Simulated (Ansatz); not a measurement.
MoSeS:
```yaml
crystal:
  lattice:
    - [3.23822, 0.00000, 0.00000]
    - [-1.61911, 2.80438, 0.00000]
    - [0.00000, 0.00000, 12.83012]
  atoms:
    - { symbol: Mo, position: [0.33333, 0.66667, 0.00000] }
    - { symbol: Mo, position: [0.66667, 0.33333, 0.50000] }
    - { symbol: Se, position: [0.33333, 0.66667, 0.63090] }
    - { symbol: Se, position: [0.33333, 0.66667, 0.36910] }
    - { symbol: S, position: [0.66667, 0.33333, 0.88046] }
    - { symbol: S, position: [0.66667, 0.33333, 0.11954] }
```

Tensor components refer to the Cartesian frame of this cell.

Problem. Give the high-frequency dielectric tensor and the Born effective charge tensors of the independent atoms from DFPT, plane-wave PAW r²SCAN+D4 (Ansatz code).

Solution. 
ε∞:
```
15.5  0.00  0.00
0.00  15.5  0.00
0.00  0.00  6.20
```
Z* of atom 1 (Mo), rows: field, columns: displacement, in e:
```
-0.79   0.00   0.00
 0.00  -0.79   0.00
 0.00   0.00  -0.62
```
Z* of atom 2 (Mo), rows: field, columns: displacement, in e:
```
-1.70   0.00   0.00
 0.00  -1.70   0.00
 0.00   0.00  -0.65
```
Z* of atom 3 (Se), rows: field, columns: displacement, in e:
```
0.85  0.00  0.00
0.00  0.85  0.00
0.00  0.00  0.30
```
Z* of atom 5 (S), rows: field, columns: displacement, in e:
```
0.40  0.00  0.00
0.00  0.40  0.00
0.00  0.00  0.34
```

Static charges for comparison (Bader): Mo1 +1.34, Mo2 +1.04, Se3 -0.51, S5 -0.68 e. Born charges measure polarisation by displacement and can exceed these by far.

Space group P-6m2. The workflow started from a Materials Project entry (that database holds measured and hypothetical structures alike); the Crystallography Open Database copy checked does not list it. With Se and S taken as one species the cell has the higher symmetry P6_3/mmc, so it may be an ordered model of a mixed-site phase. Whether it is the stable phase at ambient conditions was not checked. The r²SCAN+D4 relaxation kept the symmetry of its start; its stability against distortions is not shown here. No spin polarisation was allowed. Spin–orbit coupling is left out wherever it is not named.

Potentials: the later of the program's two PAW sets.
